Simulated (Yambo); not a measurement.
MgO (rock salt, space group Fm-3m, No. 225): a test of whether the lowest BSE state is resolved, against the k mesh (Yambo, LDA bands; otherwise 3 valence and 1 conduction bands, static screening with 13 bands and a 4 Ry block, scissor 2.81 eV, Tamm-Dancoff).

| k mesh | direct gap (eV) | lowest state (eV) | difference (eV) | k points taking part | rough cost |
|---|---|---|---|---|---|
| 4×4×4 | 7.88 | 6.77 | 1.11 | 1.1 | about 1/10 |
| 6×6×6 | 7.88 | 7.08 | 0.80 | 1.1 | about 1/6 |
| 8×8×8 | 7.88 | 7.25 | 0.63 | 1.2 | about 1/2 |
| 10×10×10 | 7.88 | 7.34 | 0.54 | 1.4 | 1 |

The last step moves the difference by 0.10 eV. Even the densest mesh doesn't resolve the state: none of these energies is a result, and the difference is no binding energy.

These are vertical excitations (zero momentum). The scissor comes from a G0W0 run whose convergence isn't established; costs are rough.

Geometry relaxed with LDA; primitive cell a = b = c = 2.9414 Å, α = β = γ = 60.00°.
